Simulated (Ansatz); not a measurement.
TaAg (L1₀ or tetragonal B2, space group No. 123) at seven volumes, r²SCAN (plane waves, PAW; program Ansatz), shape and atoms relaxed at each. One row is withheld.

```json
[
 {"V (Å³/atom)": "15.725", "P (GPa)": "?"},
 {"V (Å³/atom)": "16.243", "P (GPa)": "11.84"},
 {"V (Å³/atom)": "16.762", "P (GPa)": "5.46"},
 {"V (Å³/atom)": "17.280", "P (GPa)": "0.00"},
 {"V (Å³/atom)": "17.798", "P (GPa)": "-4.68"},
 {"V (Å³/atom)": "18.317", "P (GPa)": "-8.64"},
 {"V (Å³/atom)": "18.835", "P (GPa)": "-11.96"}
]
```

Question: Fit the shown pressures and predict the withheld one.

Answer: Third-order Birch–Murnaghan: P = (3/2)B₀(x^(7/2) − x^(5/2))[1 + (3/4)(B′ − 4)(x − 1)] with x = (V₀/V)^(2/3). Least squares on the six rows gives V₀ = 17.278 Å³/atom, B₀ = 167.6 GPa, B′ = 4.37. At V = 15.725, x = 1.0648 and P = 19.40 GPa. The run itself gave 19.51 GPa.

Space group P4/mmm (L1₀ or tetragonal B2). The start of the workflow was typed in or built on a structure type; neither database checked (COD, Materials Project) lists it. Whether it is the stable phase at ambient conditions was not checked. Symmetry was held in the r²SCAN relaxation; whether a distortion lowers the energy is not shown. The run is not spin-polarised. Its formation energy is positive at this level, so the cell may be metastable or incomplete. Scalar-relativistic: spin–orbit coupling is off unless named, which matters more the heavier the elements.

Potentials: the earlier of the program's two PAW sets. The files were generated under PBE; for other functionals the program regenerates the frozen cores, and for LDA and PBEsol the local potential too.
